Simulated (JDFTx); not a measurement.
System: Ni(100) (Fm-3m bulk; lattice of mp-23, not re-optimised at this level), (1×1) cell of 5 atoms in 5 planes, area 6.04 Å² a face, 6.9 Å between the outermost planes in a cell 26.0 Å high; k mesh 10×10×1, Fermi width 0.004 Ha, spin-polarised from a ferromagnetic start.

Adsorbate: F on both faces at 1.00 monolayer, started ontop and relaxed in vacuum, keeping the symmetry of the start.

All numbers are PBE, GBRV ultrasoft potentials, plane waves to 20/100 Ha results from a modified build of JDFTx, not measurements. The adsorption energy per F is [E(slab + 2 F) − E(slab)]/2 − (½ E(F2)), with the gas molecules relaxed at the same level and slab energies taken as (E + F)/2, the usual estimate of zero smearing. No zero-point energy or vibrational entropy is included. Both faces are alike, and the cell allows no reconstruction beyond its size.

Problem. Predict the adsorption energy and the geometry, and the change of the work function.

Solution. -1.86 eV. F sits 1.73 Å above the highest substrate atom, bound to 1 Ni at 1.73 Å. The work function goes from 4.92 to 9.26 eV. In CANDLE, water, 1 M NaF, at zero charge, the adsorption energy is -1.85 eV and the potential of zero charge moves from 0.17 to 4.74 V vs SHE (4.44 V convention).
